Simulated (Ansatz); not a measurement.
TiTe$_{2}$: from a starting cell to a relaxed one

The start is a relaxed TiTe2 cell shaken by Gaussian noise of σ = 0.08 Å a coordinate. A full variable-cell relaxation at zero pressure is run with PBE (plane waves to 420 eV, PAW, scalar-relativistic; Ansatz, an electronic-structure program). The first steps use a coarse 3×3×3 k-mesh.

Initial structure:
```
TiTe2
1.0
    6.84855     0.00000     0.00000
    0.00000     6.84855     0.00000
    0.00000     0.00000     6.84855
Ti Te
4 8
Cartesian
 -0.09296  -0.06679  -0.12649
  3.44144   3.34464  -0.00293
 -0.03174   3.34523   3.41334
  3.42103   0.08620   3.28249
  2.59575   2.47426   2.49074
  5.86499   0.86756   4.33055
  4.41441   5.82226   0.90144
  0.96120   4.39200   5.77785
  4.28709   4.37541   4.41159
  0.85289   5.85705   2.46194
  2.54063   0.84355   6.03955
  6.00572   2.38497   0.97658
```

* **Largest initial force**: about 1.0 eV/Å, on Ti4 (atoms numbered as listed)
* **Energy released**: 0.07 eV/atom
* **Relative to the parent**: It does not go back: it reaches Pc (No. 7), 0.05 eV/atom below the parent
* **Band gap at the end**: zero (metallic)
* **Optimiser moves**: 11

The end point of the relaxation:

Space group Pc (No. 7); a = 6.834 Å, b = 6.872 Å, c = 6.702 Å, α = 90.00°, β = 96.29°, γ = 90.00°

```tsv
atom	site	symmetry	x	y	z
Ti	2a	1	0.9550	0.3034	0.4395
Ti	2a	1	0.5003	0.2131	0.0223
Te	2a	1	0.3435	0.1399	0.3695
Te	2a	1	0.6634	0.5571	0.2032
Te	2a	1	0.1517	0.6356	0.3319
Te	2a	1	0.8652	0.0664	0.0960
```

Final values are on a 6×6×6 k-mesh of the relaxed cell. No spin polarisation in the result.

The relaxed structure here is a generated cell of TiTe2: the first start was made by placing the elements on the sites of a structure type, and the end was not matched to a known phase here, so it may be hypothetical. Known forms of TiTe2 include space group No. 164.
